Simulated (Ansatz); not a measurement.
**Two states of Cs$_{2}$KMnF$_{6}$**

```
CELL_PARAMETERS angstrom
0.00000 4.55233 4.55233
4.55233 0.00000 4.55233
4.55233 4.55233 0.00000
ATOMIC_POSITIONS crystal
Mn 0.00000 0.00000 0.00000
K 0.50000 0.50000 0.50000
Cs 0.25000 0.25000 0.25000
Cs 0.75000 0.75000 0.75000
F 0.21300 0.21300 0.78700
F 0.78700 0.78700 0.21300
F 0.78700 0.21300 0.21300
F 0.21300 0.78700 0.78700
F 0.21300 0.78700 0.21300
F 0.78700 0.21300 0.78700
```

The numbers come from plane-wave PAW DFT (Ansatz): r2SCAN, with U = 3.04 eV and J = 0.66 eV on Mn d (all-electron-ortho-atomic projectors), 500 eV, 5×5×5 Γ-centred k points, fermi-dirac occupations (width 0.0282 eV). Nothing was relaxed.

State A: Mn1 up (collinear spin). State B: no moments (no spin polarisation).

Q: Compare the two self-consistent states.

A: State A is lower by 402.0 meV an atom at zero smearing; in free energy at this smearing B lies +396.9 meV an atom from A.

| state | free energy (meV/atom) | largest moment in a small sphere (μB) | net moment (μB/cell) | gap on mesh (eV) | pressure (GPa) | largest force (eV/Å) |
| --- | --- | --- | --- | --- | --- | --- |
| A | 0.0 | 3.37 | 4.00 | 1.11 | -0.5 | 1.03 |
| B | 396.9 | 0.00 | 0.00 | metal | -3.4 | 0.60 |

Origin: a database entry at a rescaled volume. Caveats: the state breaks the symmetry of the cell; the Fermi level lies in a narrow band between gaps, which spin or distortion may split.
